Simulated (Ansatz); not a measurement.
YPt$_{2}$ (cubic Laves (MgCu2 type), space group No. 227) under volume change, plane-wave PAW r²SCAN (Ansatz code), scaled uniformly.

| V (Å³/atom) | E − E(relaxed) (meV/atom) | P (GPa) |
|---|---|---|
| 16.953 | 100.8 | 21.12 |
| 17.512 | 42.0 | 12.81 |
| 18.071 | 9.9 | 5.84 |
| 18.630 | 0.0 | 0.00 |
| 19.189 | [?] | [?] |
| 19.747 | 33.2 | -8.98 |
| 20.306 | [?] | [?] |

Problem. What belongs in the gaps?

Solution. 
- 20.306, E − E(relaxed) (meV/atom): 70.6
- 20.306, P (GPa): -12.39
- 19.189, E − E(relaxed) (meV/atom): 8.8
- 19.189, P (GPa): -4.89

Problem. What does a third-order Birch–Murnaghan fit give for V₀, B₀ and B′?

Solution. V₀ = 18.63 Å³/atom, B₀ = 178 GPa, B′ = 4.9.

Space group Fd-3m (cubic Laves (MgCu2 type)). The workflow started from an entry of the Crystallography Open Database (COD). Its standing as an ambient phase is unchecked. The r²SCAN relaxation kept the symmetry of its start; its stability against distortions is not shown here. No spin polarisation was allowed. Spin–orbit coupling is left out wherever it is not named.

Potentials: the later of the program's two PAW sets.
